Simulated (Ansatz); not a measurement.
# TaRh3: enthalpy against pressure

TaRh3, Pm-3m, a = 3.864 Å. The structure is a COD entry; whether it is the stable form wasn't checked. Ansatz: r2SCAN, PAW, 500 eV, Γ-centred 12×12×12 mesh on 4 atoms, Gaussian smearing 0.10 eV; no spin polarisation. Cell and atoms are relaxed at each pressure, and no other structure is tried, so the rows at high pressure may lie past a change of phase. y is the enthalpy over the state at zero pressure; there V0 = 14.421 Å³/atom. The pressures are the targets, met within 0.05 GPa.

| P (GPa) | y (eV/atom) |
| --- | --- |
| -1.0 | -0.0902 |
| 0.0 | 0.0000 |
| 1.0 | 0.0898 |
| 4.0 | 0.3576 |
| 12.0 | 1.0590 |
| 25.0 | 2.1650 |
| 50.0 | ? |
| 90.0 | 7.2494 |

Fit y = c1 P + c2 P² + c3 P³ to the other rows, say what c1 and c2 mean, and predict the missing value.

Least squares on the rows shown. y = 0.089928 P − 0.00014431 P² + 4.4555×10⁻⁷ P³. Since dH/dP = V, c1 is V0: 0.089928 eV/GPa × 160.2 = 14.406 Å³ against 14.421; c2 = −V0/(2B0) gives B0 = 312 GPa, where a Birch–Murnaghan fit to the volumes of the same runs (not shown) gives 286 GPa: a cubic over this range folds the higher terms into c2. At P = 50.0 the fit asked for gives 4.1913 eV/atom. The run gave 4.1964 eV/atom, so the fit is 0.0051 eV/atom too low, 0.069 % of the span of the series, against an rms of 0.0001 eV/atom on the fitted rows. With a term in P⁴ added, a fit to the same known rows predicts 4.1998 eV/atom, a smaller miss on the other side.

Spin–orbit coupling is left out, which can shift energies with elements as heavy as these.

Cost: 8 runs of about 10 core-minutes in all, on Arm Neoverse V2 (shared hosts).